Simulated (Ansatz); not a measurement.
A geometry of Mo away from equilibrium: step 2 of the relaxation of a relaxed Mo cell shaken by Gaussian noise of σ = 0.08 Å a coordinate. Level of theory: PBE (plane waves to 420 eV, PAW, scalar-relativistic; Ansatz, a first-principles code). Γ-centred k-mesh 7×7×7 on the run's cell (coarser than for final values), Fermi–Dirac smearing 0.05 eV.

```xyz
8
Lattice="5.0665 0.0036 0.0003 0.0036 5.0638 -0.0288 0.0003 -0.0288 5.0679" Properties=species:S:1:pos:R:3 pbc="T T T"
Mo     0.7539     0.8120     0.8478
Mo     3.2488     1.7773     4.2851
Mo     4.2789     3.3471     1.7577
Mo     1.7671     4.3075     3.3778
Mo     4.2682     4.2651     4.2752
Mo     1.6988     3.2695     0.8639
Mo     0.7034     1.7131     3.3817
Mo     3.2453     0.7742     1.7719
```

Q: Give the Cartesian forces on all atoms (eV/Å).

A: 
```csv
atom,Fx,Fy,Fz
Mo1,-0.20,-0.27,0.06
Mo2,0.11,-0.19,0.07
Mo3,-0.20,-0.15,0.08
Mo4,-0.31,-0.29,-0.11
Mo5,-0.06,0.10,0.15
Mo6,0.27,0.48,-0.16
Mo7,0.23,0.20,-0.07
Mo8,0.15,0.11,-0.01
```

Q: What is the pressure?

A: +0.4 GPa, compression positive.

Q: How much energy per atom can still be gained by relaxing?

A: 0.01 eV/atom; the path ends in Pa-3 (No. 205).

No spin polarisation in the result.

The end of the path is a generated cell of Mo: the first start was made by placing the elements on the sites of a structure type, and the end was not matched to a known phase here, so it may be hypothetical. Known forms of Mo include space group No. 229.
